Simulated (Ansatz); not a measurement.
BN:
```xyz
8
Lattice="2.5273 0.0000 0.0000 -1.2637 2.1887 0.0000 0.0000 0.0000 8.3088" Properties=species:S:1:pos:R:3 pbc="T T T"
B      0.0000     0.0000     8.3066
B      0.0000     0.0000     4.1522
B      1.2637     0.7296     6.2354
B      0.0000     1.4592     2.0810
N      0.0000     0.0000     6.7567
N      0.0000     0.0000     2.6023
N      1.2637     0.7296     4.6715
N      0.0000     1.4592     0.5171
```

This is the LDA-relaxed structure. Cartesian axes are those of the cell as given.

Problem. All from the program Ansatz at the LDA level (PAW), unless another level is named. Estimate the smallest direct gap on the standard path.

Solution. 7.57 eV.

Problem. Give the hole effective mass, band 1 of 2 at the edge.

Solution. 1.5 along x, 1.2 along z (mₑ).

Problem. Predict the weight of the conduction-edge state by species (Voronoi cells).

Solution. B 56 %, N 44 %.

Problem. What about the weight of the valence-edge state by species (Voronoi cells)?

Solution. N 81 %, B 19 %.

Space group P6_3mc. A made-up cell: these elements were put on the sites of a structure type. Its sites differ from those of the usual phase in this space group: another stacking or structure type. The cell was relaxed with LDA under the symmetry of its start; phonons on a q-mesh show no instability.

Potentials: the later of the program's two PAW sets.
